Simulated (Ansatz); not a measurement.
**Rb₂Se₃S₄, a known structure type with other elements, at an estimated volume**

```
CELL_PARAMETERS angstrom
-3.31627 5.62571 0.00000
3.31627 0.00000 6.90240
3.31627 5.62571 0.00000
ATOMIC_POSITIONS crystal
Rb 0.34300 0.68600 0.65700
Rb 0.65700 0.31400 0.34300
Se 0.00000 0.00000 0.00000
S 0.29000 0.24000 0.05000
S 0.95000 0.24000 0.71000
S 0.71000 0.76000 0.95000
S 0.05000 0.76000 0.29000
Se 0.00000 0.00000 0.50000
Se 0.50000 0.00000 0.00000
```

The numbers come from plane-wave PAW DFT (Ansatz): PBE, no spin polarisation, 420 eV, 5×5×5 Γ-centred k points, fermi-dirac occupations (width 0.1 eV). Nothing was relaxed.

Where is the largest force?

The largest is on S5 (and as large on other atoms): 0.33 eV/Å, components (0.00, 0.17, 0.28). It makes 139° with the line to a nearest neighbour, Se8 at 2.51 Å, pointing away from it.

Is there a gap, and of what kind?

The gap is 0.81 eV, direct at the points sampled. A semilocal functional usually gives too small a gap.

What does the stress say?

The pressure is 1.2 GPa (compression positive), so with the atoms held at these fractions the cell would first expand. The principal stresses 0.6, 1.2, 1.9 GPa differ, so its shape would change too.

Describe some of the short contacts.

S–Se at 2.51 Å: least valence density 0.46 e/Å³ and ELF 0.53 there. Rb–S at 3.62 Å: least valence density 0.05 e/Å³ and ELF 0.03 there, a closed-shell (ionic or weak) contact. Rb–Se at 3.92 Å: least valence density 0.03 e/Å³ and ELF 0.02 there, so no covalent bond. These are pseudo-fields; inside the PAW spheres they differ from the all-electron ones.

What is the character of the valence top and the conduction bottom?

Within 0.7 eV of the edges, the states project mainly on Se p (57 %) and S p (38 %) below the gap and on Se p (40 %), S p (29 %) and Rb s (16 %) above it.

Is it stable against the elements?

-0.28 eV an atom against the elements' usual phases (free molecules for gases, crystals otherwise, with no correction for O₂ or N₂), so it is bound against them; other compounds may still compete. Relaxing would lower it.

How is the charge shared?

Bader charges in e: Rb +0.84, Se +0.22, S -0.59. In the mean Rb gives up most and S takes most.

Origin: a known structure type with other elements, at an estimated volume, so it need not be a known compound.
